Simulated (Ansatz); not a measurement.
Al$_{2}$Pt (fluorite or antifluorite type, Fm-3m) under volume change, DFT-LDA in the program Ansatz with PAW potentials, scaled uniformly.

```tsv
V (Å³/atom)	E − E(relaxed) (meV/atom)	P (GPa)
15.209	72.7	16.86
15.711	30.5	10.30
16.212	7.2	4.73
16.713	0.0	-0.01
17.215	6.5	-4.04
17.716	24.7	-7.47
18.218	52.7	-10.36
```

Problem. What does a third-order Birch–Murnaghan fit give for V₀, B₀ and B′?

Solution. V₀ = 16.71 Å³/atom, B₀ = 145 GPa, B′ = 4.4.

Symmetry was held in the LDA relaxation; of distortions, only those at the zone centre were tested. The run is not spin-polarised. Scalar-relativistic: spin–orbit coupling is off unless named, which matters more the heavier the elements.

Potentials: the later of the program's two PAW sets.
